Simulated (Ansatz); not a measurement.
Na3Cl:
```
Na3Cl
1.0
    3.49859     0.00000     0.00000
    0.00000     3.49859     0.00000
    0.00000     0.00000     9.65033
Na Cl
3 1
Direct
  0.00000   0.00000   0.50000
  0.50000   0.50000   0.82665
  0.50000   0.50000   0.17335
  0.00000   0.00000   0.00000
```

Relaxed with r²SCAN. Special points in fractions of this cell's reciprocal vectors: Γ (0.000, 0.000, 0.000); X (0.000, 0.500, 0.000); M (0.500, 0.500, 0.000); Z (0.000, 0.000, 0.500); R (0.000, 0.500, 0.500); A (0.500, 0.500, 0.500).

Question: List the band energies nearest the Fermi level at these points for r²SCAN in the plane-wave PAW code Ansatz.

Answer: In eV from the Fermi level; about four levels below and three above (degenerate sets whole), none deeper than 8.9 eV; points with the same levels are listed once.

```
k                    below           above
-  -----------------------  --------------
Γ  -4.73 -4.73 -2.97 -0.82  0.95 3.58 5.48
X        -7.00 -5.78 -4.48  0.21 0.39 1.38
M        -6.46 -6.46 -5.41  2.48 3.19 3.19
Z  -4.73 -4.73 -2.66 -1.60  2.50 2.59 5.47
R        -7.00 -5.78 -4.48  0.06 0.72 1.33
A        -6.46 -6.46 -5.41  2.56 2.85 2.85
```

Space group P4/mmm. The workflow started from a Materials Project entry (that database holds measured and hypothetical structures alike); the Crystallography Open Database copy checked does not list it. Whether it is the stable phase at ambient conditions was not checked. The cell was relaxed with r²SCAN under the symmetry of its start; whether a distortion lowers the energy is not shown.

Potentials: the later of the program's two PAW sets.
